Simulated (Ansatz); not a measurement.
# Bi (dhcp): energy against volume

Method: DFT, PBEsol, plane waves (420 eV) with PAW, scalar-relativistic in Ansatz 0.2.0. The PAW files were generated under PBE, with cores re-solved for the functional.

The cell is scaled uniformly from the relaxed one, with fractional coordinates and shape fixed. Energies are extrapolated to zero smearing, pressures are those at the given smearing. Magnetic state: spin not included.

A Birch-Murnaghan fit gives V₀ = 30.04 Å³/atom, B₀ = 60 GPa, B₀′ = 4.6.

Task: What are the energy above the minimum and the pressure at 26.528 Å³/atom?

Result: 97.1 meV/atom and 10.08 GPa as computed.

Task: What are the energy above the minimum and the pressure at 27.734 Å³/atom?

Result: 38.4 meV/atom and 5.85 GPa as computed.

Task: What are the energy above the minimum and the pressure at 31.351 Å³/atom?

Result: 9.9 meV/atom and -2.26 GPa as computed.
